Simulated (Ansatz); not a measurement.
A geometry of Zr away from equilibrium: step 15 of the relaxation of a randomly generated symmetric cell of Zr (space group No. 70). Method: PBE (plane waves to 420 eV, PAW, scalar-relativistic; Ansatz, an electronic-structure program). Γ-centred k-mesh 10×10×10 on the run's cell (coarser than for final values), Fermi–Dirac smearing 0.05 eV.

```xyz
2
Lattice="0.0000 2.8099 4.9703 1.6139 0.0000 4.9703 1.6139 2.8099 0.0000" Properties=species:S:1:pos:R:3:forces:R:3 pbc="T T T" free_energy=-8367.537 pressure_GPa=2.0
Zr     2.4208     4.2149     7.4554    0.0000    0.0000    0.0000
Zr     1.6139     2.8099     4.9703    0.0000    0.0000    0.0000
```

Positions in Å, forces in eV/Å, free energy of the cell in eV (comparable only within this code, potentials and settings). Largest force: all forces are below 0.005 eV/Å; the geometry lies 0.02 eV/atom above the end of its relaxation.

No spin polarisation in the result.

The run could not lose the symmetry of its start: the end is stationary, and may be a saddle point rather than a minimum.

All atoms sit on sites fixed by symmetry, so only the cell could relax.

The end of the path is a generated cell of Zr: the first start was made by a random draw of sites in a space group, and the end was not matched to a known phase here, so it may be hypothetical. Known forms of Zr include space group No. 194.
